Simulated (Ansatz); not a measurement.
**What a change of settings does: Eu (bcc type)**

First run: DFT, PBE, PAW with Ansatz's default frozen-core files, scalar-relativistic (Ansatz 0.2.0).

Command: `ansatz run input.yaml --threads 1 --pin off --max-ram 3072MiB --backend cpu --events-out ev --progress --plain --runs-dir out` It took 14 s on 1 thread of Arm Neoverse V1, with other jobs on the host, peak memory 0.4 GiB.

```yaml
crystal:
  lattice:
    - [-1.9292912644, 1.9292912644, 1.9292912644]
    - [1.9292912644, -1.9292912644, 1.9292912644]
    - [1.9292912644, 1.9292912644, -1.9292912644]
  atoms:
    - { symbol: Eu, position: [0.0, 0.0, 0.0], spin: 7.0 }
magnetization:
  spin_polarized: true
kpoints:
  mp_grid: { grid: [14, 14, 14] }
scf:
  occupations: { method: fermi_dirac, width: 0.05 }
hamiltonian:
  xc: pbe
  pseudopotentials: { kind: paw }
output:
  forces: true
  stress: true
  eigenvalues: true
  populations: true
  write_density: true
  write_potential: true
  elf: true
  volumetric_format: npy
```

The cell comes from a relaxation on PAW files under the same functional, begun from a prototype that needn't be the stable phase.

This run: volume at 0.68 of the series' base cell.

It converges in 11 SCF iterations at a pressure of 10.19 GPa, cell moment 7.19 μB, cutoff 420 eV.

The input is then changed:

```diff
   occupations: { method: fermi_dirac, width: 0.05 }
+  n_extra_bands: 16
 hamiltonian:
   populations: true
-  write_density: true
-  write_potential: true
-  elf: true
-  volumetric_format: npy
```

Predict the outcome of the changed run.

It converges in 10 SCF iterations at a pressure of 10.19 GPa, cell moment 7.19 μB, cutoff 420 eV, free energy 0.0 meV/atom against the first run's.
